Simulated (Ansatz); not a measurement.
A relaxation computed with Ansatz, from input to last step.

```yaml
crystal:
  lattice:
    - [2.2677596726, 1.3092916574, 4.0153105447]
    - [-2.2677596726, 1.3092916574, 4.0153105447]
    - [0.0, -2.6185833149, 4.0153105447]
  atoms:
    - { symbol: Bi, position: [0.233668323, 0.233668323, 0.233668323] }
    - { symbol: Bi, position: [0.766331677, 0.766331677, 0.766331677] }
basis:
  ecutwfc: 420
kpoints:
  mp_grid: { grid: [12, 12, 12] }
hamiltonian:
  xc: pbe
scf:
  occupations: { method: gaussian, width: 0.1 }
output:
  forces: true
  stress: true
  eigenvalues: true
relax:
  adjacent_minimum: "off"
  f_tol: 0.01
  max_steps: 30
  cell: { stress_tol: 0.1, fix: [volume] }
```

```bash
ansatz run input.yaml --threads 1 --pin off --max-ram 2560MiB --backend cpu --events-out ev --progress --plain --runs-dir out
```

Level of theory: DFT PBE, scalar-relativistic, plane waves, PAW (Ansatz).

The volume is held at 0.97 times that of the relaxed cell.

Of 6 frames 5 are shown, positions in Å and forces in eV/Å; the SCF threshold varies from step to step. Steps run on the plane waves of an earlier cell, with a Pulay correction in the pressure. The basis is chosen afresh for the last frame, the zero of the energies, and at times for earlier ones too; energy and pressure step there, also at an unchanged geometry. The mark taken_back stands on steps that the optimiser undid.

```xyz
2
Lattice="2.2678 1.3093 4.0153 -2.2678 1.3093 4.0153 0.0000 -2.6186 4.0153" Properties=species:S:1:pos:R:3:forces:R:3 pbc="T T T" step=1 free_energy_over_end_meV_per_atom=1.62 pressure_GPa=1.40
Bi    0.0000    0.0000    2.8148    0.0000    0.0000    0.1375
Bi    0.0000    0.0000    9.2312    0.0000    0.0000   -0.1375
2
Lattice="2.2696 1.3103 4.0090 -2.2696 1.3103 4.0090 0.0000 -2.6207 4.0090" Properties=species:S:1:pos:R:3:forces:R:3 pbc="T T T" step=2 free_energy_over_end_meV_per_atom=0.52 pressure_GPa=0.93
Bi    0.0000    0.0000    2.8331    0.0000    0.0000   -0.0475
Bi    0.0000    0.0000    9.1937    0.0000    0.0000    0.0475
2
Lattice="2.2747 1.3133 3.9909 -2.2747 1.3133 3.9909 0.0000 -2.6266 3.9909" Properties=species:S:1:pos:R:3:forces:R:3 pbc="T T T" step=3 free_energy_over_end_meV_per_atom=0.10 pressure_GPa=0.98
Bi    0.0000    0.0000    2.8164    0.0000    0.0000   -0.0044
Bi    0.0000    0.0000    9.1562    0.0000    0.0000    0.0044
2
Lattice="2.2826 1.3179 3.9631 -2.2826 1.3179 3.9631 0.0000 -2.6358 3.9631" Properties=species:S:1:pos:R:3:forces:R:3 pbc="T T T" step=4 free_energy_over_end_meV_per_atom=0.11 pressure_GPa=0.81 taken_back
Bi    0.0000    0.0000    2.8038    0.0000    0.0000   -0.0393
Bi    0.0000    0.0000    9.0855    0.0000    0.0000    0.0393
2
Lattice="2.2787 1.3156 3.9770 -2.2787 1.3156 3.9770 0.0000 -2.6312 3.9770" Properties=species:S:1:pos:R:3:forces:R:3 pbc="T T T" step=6 free_energy_over_end_meV_per_atom=0.00 pressure_GPa=0.94
Bi    0.0000    0.0000    2.8073    0.0000    0.0000   -0.0005
Bi    0.0000    0.0000    9.1236    0.0000    0.0000    0.0005
```

It took 4.2 min on 1 thread of AMD EPYC (Zen 3), on a shared host, peak memory 0.54 GiB.

Spin–orbit coupling is left out, which can shift energies with elements as heavy as these.